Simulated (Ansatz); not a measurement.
# What a change of settings does: YTe

First run: DFT, LDA, norm-conserving pseudopotentials, Ansatz's default files, scalar-relativistic (Ansatz 0.2.0).

Command: `ansatz run input.yaml --threads 1 --pin off --max-ram 2048MiB --backend cpu --events-out ev --progress --plain --runs-dir out` It took 31 s on 1 thread of Arm Neoverse V1 (shared host), peak memory 0.44 GiB.

```yaml
crystal:
  lattice:
    - [0.0, 3.04, 3.04]
    - [3.04, 0.0, 3.04]
    - [3.04, 3.04, 0.0]
  atoms:
    - { symbol: "Y", position: [0.44, 0.44, 0.56] }
    - { symbol: Te, position: [0.06, 0.06, -0.06] }
kpoints:
  mp_grid: { grid: [9, 9, 9] }
scf:
  occupations: { method: fermi_dirac, width: 0.05 }
hamiltonian:
  xc: lda
  pseudopotentials: { kind: nc }
output:
  forces: true
  stress: true
  eigenvalues: true
  populations: true
```

The cell is entry 1539910 of the Crystallography Open Database, unrelaxed; the entry departs somewhat from later or room-temperature determinations.

This run: one bond, the shortest of the undistorted cell, set to 2.310 Å.

It converges in 8 SCF iterations at a pressure of 17.74 GPa, largest force 10.470 eV/Å, cutoff 1120 eV.

The input is then changed:

```diff
   pseudopotentials: { kind: nc }
+  hubbard: { sites: [{ species: "Y", l: d, u_eff: 6.0 }], double_counting: fll }
 output:
   populations: true
+basis:
+  ecutrho_ratio: 6
```

What does the second run give?

It converges in 9 SCF iterations at a pressure of 26.1 GPa, largest force 10.570 eV/Å, cutoff 1120 eV. More than one line changes, and not each need have an effect. Results part of its log:
```
SCF 1 converged in 9 iterations: F = -3951.895280 eV  dr2 = 1.14e-8
SCF converged after 9 iterations
Free energy (F): -3951.895280 eV
Harris-Foulkes:  -3951.895280 eV  (|F-HF|=6.50e-9)
Internal energy: -3951.882688 eV  (E = F + TS)
E sigma→0 (E₀):  -3951.888984 eV
Entropy (-TS):   -0.012592 eV (-6.296 meV/atom)
Fermi energy:    13.328537 eV
--- Per-component energies (eV) ---
  E_band       = -319.082287
  E_kinetic    = 1867.149060
  E_local      = -2759.402388  (includes V_loc(G=0)·N_el)
  E_nonlocal   = -665.206412
  E_hartree    = 921.074528
  E_xc         = -878.920793
  E_vxc        = -606.727576  (∫ρ·V_xc dr)
  E_hubbard    = 4.821408  (on-site DFT+U / exact-exchange correction)
  E_vhub       = 2.959382  (the Hubbard potential's part of the band-sum identity)
  E_ewald      = -2441.398092
  E_smearing   = -0.012592  (= −TS)
  E_closure    = 0.000000  (closes the sum)
  Σ components = -3951.895280   (vs F -3951.895280, Δ=0.00e0)
--- Forces (eV/Å), atoms counted from 1 ---
  atom   1  Y      0.00000000     0.00000000    10.56986888
  atom   2  Te     0.00000000     0.00000000   -10.56992444
  max |Σ_I F_I| component: 5.56e-5 eV/Å
--- Stress (GPa, compression-positive) ---
        3.632043       0.000000       0.000000
        0.000000       3.632043       0.000000
        0.000000       0.000000      70.963457
  P = ⅓ Tr σ = 26.0758 GPa (260.758 kbar)
--- Band table (eV; the first three rows and the last of 75) ---
  k-point 0: bands = ["-31.5442", "-25.1228", "-25.0245", "-25.0245", "-24.9843", "-24.9693", "-11.8295", "-11.5555", "-11.5555", "-0.5910", "9.4780", "9.4780", "9.5485", "13.5322", "14.4894", "14.6718", "14.9097", "14.9097"]
  k-point 1: bands = ["-31.5434", "-25.1220", "-25.0244", "-25.0244", "-24.9846", "-24.9693", "-11.8408", "-11.5655", "-11.5574", "-0.4793", "8.8850", "9.4303", "9.6633", "13.4599", "14.2769", "14.4025", "15.1940", "15.6628"]
  k-point 2: bands = ["-31.5398", "-25.1200", "-25.0242", "-25.0241", "-24.9854", "-24.9692", "-11.8717", "-11.5881", "-11.5623", "-0.1777", "7.9935", "9.3017", "9.4904", "13.2131", "14.2301", "14.6224", "16.1798", "16.6705"]
  k-point 74: bands = ["-31.5370", "-25.1067", "-25.0223", "-25.0222", "-24.9852", "-24.9673", "-12.0062", "-11.6181", "-11.6110", "0.5275", "8.0654", "8.8414", "9.1959", "12.9533", "13.2419", "15.3655", "15.6079", "15.8640"]
Occupation matrices written to <dir>
--- Löwdin populations: 2 sites ---
  site symbol       q [e]
     0      Y     10.7537
     1     Te     16.1170
  spilling = 0.004788 (of n_electrons = 27.000000)
```
